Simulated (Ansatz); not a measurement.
Li: stiffness from a series of strains

```yaml
crystal:
  lattice:
    - [-1.75000, 1.75000, 1.75000]
    - [1.75000, -1.75000, 1.75000]
    - [1.75000, 1.75000, -1.75000]
  atoms:
    - { symbol: Li, position: [0.00000, 0.00000, 0.00000] }
```

The structure is an experimental refinement, used without relaxation.

Level of theory: DFT, PBEsol, all-electron LAPW, scalar-relativistic (Ansatz 0.2.0).

The runs use a Γ-centred 15×15×15 k mesh, Fermi–Dirac smearing of 0.08 eV, basis error target 0.25 meV/atom, no spin polarisation.

The strain is applied along the Cartesian axes of the cell as listed (γ is the engineering shear, twice εxy = εyz = εzx). Fractional coordinates are held (clamped ions).

σ is the change of stress from the unstrained cell, which is at -0.71 GPa; tension is positive, so slopes are stress–strain coefficients at that pressure. In a metal the k mesh adds noise.

Only quantities that a quadratic follows smoothly over the whole series are listed; rougher ones are left out.

```
      γ  σxy (GPa)
-0.0300      -0.36
-0.0200      -0.23
-0.0100      -0.11
 0.0000       0.00
 0.0200       0.18
 0.0300       0.25
```

Problem. Fit the series and read off the stiffness at zero strain.

Solution. Least-squares fits y = p0 + p1 x + p2 x² to the rows give σxy (GPa): p1 = 10.2, p2 = -60. So C44 (clamped ions) = 10 GPa.

Problem. One run, at γ = 0.0100, is withheld. Predict its row.

Solution. The fits give 0.09; the run gave 0.09.
